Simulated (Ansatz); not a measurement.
C:
```
C
1.0
    0.00000     3.73706     3.73706
    3.73706     0.00000     3.73706
    3.73706     3.73706     0.00000
C
8
Cartesian
  3.21031   4.26380   3.21031
  5.07884   6.13233   6.13233
  3.21031   3.21031   4.26380
  6.13233   5.07884   6.13233
  4.26380   4.26380   4.26380
  5.07884   5.07884   5.07884
  4.26380   3.21031   3.21031
  6.13233   6.13233   5.07884
```

Relaxed with r²SCAN.

Question: Map the valence electron density (e/Å³), cut off at 1 on the plane through (0.570, 0.289, 0.570) spanned by u = [1, 1, 0] and v = [1, -1, 0] in lattice vectors, from r²SCAN in the plane-wave PAW code Ansatz.

Answer: x is the fraction of u, y of v (the angle between them is 90°; rows are the nearest grid lines); atoms in the plane: C at (0.00, 0.00), C at (0.50, 0.50), C at (0.14, 0.86), C at (0.64, 0.36), C at (0.00, 0.72), C at (0.50, 0.22).
```
|@@@@@%*+=--=+*#@@@@@-.            .-%@@@|
|@@@@@@@@#**#%%@@@@@%:.            .-#@@@|
|@@@@@@@@@@@@@@@@@@@#:.            .:*@@@|
|@@@@@@@@@@@@@@@%@@@*:.            .:+@@@|
|@@@@@@@@@@@@@@@@@@@#:.            .:*@@@|
|@@@@@@@@@%%%@@@@@@@%:.            .-*@@@|
|@@@@@@%*+==+*#%@@@@@-.            .-#@@@|
|@@@@#+=-:::--=*@@@@@=:.          .:=%@@@|
|@@@#=-:.....:-=*@@@@*-:.         .:+@@@@|
|@@#=:..     ..:=#@@@@*-:.      ..:=#@@@@|
|@#=:.        ..-+@@@@@*-:... ...:-*@@@@@|
|%=:.          .:=@@@@@@*=-::.::-=+%@@@@%|
|+:.            .-#@@@@@@@@@#**#%%@@@@@%+|
|=:.            .:*@@@@@@@@@@@@@@@@@@@@#=|
|=:.            .:+@@@@@@@@@@@@@@@@%@@@*=|
|=:             .:+@@@@@@@@@@@@@@@@%%@@*=|
|=:.            .:*@@@@@@@@@@@@@@@@@@@@#=|
|=:.            .-*@@@@@@@@@@%%%@@@@@@@%=|
|+-.            .-#@@@@@@@%*+==+*#%@@@@@+|
|#=:.          .:=%@@@@@#+=-:::--=*@@@@@#|
|@@*-:.      ..:=#@@@@#=:..     ..:=#@@@@|
|@@@*-:... ...:-*@@@@#=:.        ..-+@@@@|
|@@@@*=-::.::-=+%@@@@=:.          .:=@@@@|
|@@@@@%*+=--=+*#@@@@@-.            .-%@@@|
```
Scale: ten equal steps from 0.002 (start of ' ') to 1.00 (end of '@'), in the order ' .:-=+*#%@'; x runs from 0.000 to 1.00, y from 0.000 (bottom) to 1.00 (top).

The density is the valence pseudo-density with augmentation charge, so density and ELF within about 1 Å of a nucleus are not all-electron values.

Space group Fd-3m. The start of the workflow was typed in or built on a structure type. Its sites differ from those of the usual phase in this space group: another stacking or structure type. The cell was relaxed with r²SCAN under the symmetry of its start; whether a distortion lowers the energy is not shown.

Potentials: the earlier of the program's two PAW sets.
